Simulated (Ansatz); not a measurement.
Space group R-3m:H (No. 166). a = 3.168 Å, b = 3.168 Å, c = 10.372 Å, α = 90.00°, β = 90.00°, γ = 120.00°
```
atom site symmetry x y z
  Mg    3a       -3m  0.0000  0.0000  0.0000
   O    6c        3m  0.6667  0.3333  0.7625
```

Equation of state of this MgO2 structure (not necessarily the ground state), with shape and atoms relaxed at each volume where symmetry leaves them free. These are results of DFT PBEsol, scalar-relativistic, plane waves, PAW (Ansatz 0.2.0), not measurements.

Plane waves to 420 eV, a k mesh through Γ of 12×12×12 on the computed 3-atom cell and Gaussian smearing (0.02 eV); no spin polarisation.

| V (Å³/atom) | E − E(largest V) (meV/atom) | P (GPa) | gap on mesh (eV) |
| --- | --- | --- | --- |
| 9.414 | 2.87 | 8.96 | 2.67 |
| 9.714 | -9.30 | 4.12 | 2.57 |
| 10.014 | -13.07 | -0.02 | 2.48 |
| 10.315 | -9.62 | -3.57 | 2.38 |
| 10.615 | 0.00 | -6.61 | 2.29 |

Q: Fit a third-order Birch–Murnaghan equation to E(V).

A: V0 = 10.01 Å³/atom, B0 = 128 GPa, B0' = 4.1.